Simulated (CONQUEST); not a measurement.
Input and output of a self-consistent single point for CdSe (I-4m2, 8 atoms in the cell; from Materials Project mp-2691, changed as shown) (CONQUEST).

All values come from this method and carry its errors: PBE, numerical atomic orbitals double-zeta with polarisation (the shipped basis), PseudoDojo norm-conserving potentials made for PBE (CONQUEST).

The change in words: lattice vector a scaled by 1.02. Reference geometry (F-43m):
```
CdSe
1.0
    6.26458     0.00000     0.00000
    0.00000     6.26458     0.00000
    0.00000     0.00000     6.26458
Cd Se
4 4
Direct
  0.00000   0.00000   0.00000
  0.00000   0.50000   0.50000
  0.50000   0.00000   0.50000
  0.50000   0.50000   0.00000
  0.25000   0.25000   0.25000
  0.25000   0.75000   0.75000
  0.75000   0.25000   0.75000
  0.75000   0.75000   0.25000
```

Reference input (self-consistent single point, DFT, PBE, numerical atomic orbitals double-zeta with polarisation (the shipped basis), PseudoDojo norm-conserving potentials made for PBE): basis = DZP; Diag.MPMeshX, Y, Z = 5 5 5; potentials = PseudoDojo norm-conserving PBE; Grid.GridCutoff = 140 Ha; DM.SolutionMethod = diagon; Diag.SmearingType = 1; Diag.kT = 0.000367 Ha; Diag.GammaCentred = true; Diag.MPOrder = 0; minE.SCTolerance = 1.0e-07; SC.MaxIters = 100; SC.LinearMixingFactor = 0.5. This run's input differs from it in these lines:

```diff
@@ -32,3 +32,3 @@
 # file: CdSe.in
-     6.264579000      0.000000000      0.000000000
+     6.389871000      0.000000000      0.000000000
      0.000000000      6.264579000      0.000000000
@@ -38,8 +38,8 @@
     0.000000000     3.132289500     3.132289500  1 T T T
-    3.132289500     0.000000000     3.132289500  1 T T T
-    3.132289500     3.132289500     0.000000000  1 T T T
-    1.566144750     1.566144750     1.566144750  2 T T T
-    1.566144750     4.698434250     4.698434250  2 T T T
-    4.698434250     1.566144750     4.698434250  2 T T T
-    4.698434250     4.698434250     1.566144750  2 T T T
+    3.194935500     0.000000000     3.132289500  1 T T T
+    3.194935500     3.132289500     0.000000000  1 T T T
+    1.597467750     1.566144750     1.566144750  2 T T T
+    1.597467750     4.698434250     4.698434250  2 T T T
+    4.792403250     1.566144750     4.698434250  2 T T T
+    4.792403250     4.698434250     1.566144750  2 T T T
```

Log, with long lists cut:

```
    new_SC_potl: Starting.  Tolerance:  0.10000E-06

    PulayMixSC: Starting Pulay mixing, A_up =  0.500 A_dn =  0.500
    PulayMixSC: Spin non-polarised calculation.
          Harris-Foulkes Energy            :    -32284.454662532600196 eV
          (TS=0 as O(N) or entropic contribution is negligible)
          DFT Total Energy                 :    -32280.826892510798643 eV
          Total number of electrons        :       144.000000000002643
    PulayMixSC: Pulay iteration     1 residual:              0.89548E-03
          Harris-Foulkes Energy            :    -32282.965957557604270 eV
   [... lines left out ...]
          (TS=0 as O(N) or entropic contribution is negligible)
          DFT Total Energy                 :    -32282.866650291067344 eV
          Total number of electrons        :       144.000102685905659
    PulayMixSC: Pulay iteration     6 residual:              0.23614E-06
          Harris-Foulkes Energy            :    -32282.866650313226273 eV
          (TS=0 as O(N) or entropic contribution is negligible)
          DFT Total Energy                 :    -32282.866650313837454 eV
          Total number of electrons        :       144.000102659802877
    PulayMixSC: Pulay iteration     7 residual:              0.29739E-07
    PulayMixSC: Reached SCF tolerance of  0.29739E-07 after      7 iterations
      | Number of electrons      =       144.000103
      |* band energy as 2Tr[K.H] =     -5363.605552108559095 eV
      |  screened ion-ion energy =    -25877.663809073023003 eV
      |  Ha correction           =        86.309564284077510 eV
      |  XC correction           =     -1127.906860398366462 eV
      |* Harris-Foulkes energy   =    -32282.866650313226273 eV
      |* DFT total energy        =    -32282.866650313837454 eV
      |  estimated accuracy      =         0.000000000612528 eV

    force: Forces on atoms (eV/A )
    force:  Atom   X              Y              Z
    force:     1  -0.0000000000  -0.0000000000   0.0000000000
   [... zero for the other atoms too ...]

    force: Maximum force :        0.00000000(eV/A ) on atom         4 in z direction
    force: Force Residual:        0.00000000 eV/A
    force: Total stress:          1.71777293     1.35533673     1.35533673 GPa
    force: Average pressure:     -1.47614880 GPa

    force: Finished force
    get_E_and_F: Change in energy during last step of electronic optimisation:  0.91904E-09
```

The run converged in 7 iterations. CONQUEST prints the stress tensor with tension positive. Against the reference run the free energy rises by 4.6 meV/atom and the pressure goes from -0.64 to -1.48 GPa.

The program uses no crystal symmetry, so grid and mesh can part values that symmetry would make equal. The atom-centred basis is finite, which shifts total energies and pressures against plane waves. The structure comes from a collection of computed structures, made at another level of theory; the collection holds predicted forms beside known ones. Its lattice was then scaled.

Cost on one core: very roughly 110 core-seconds.
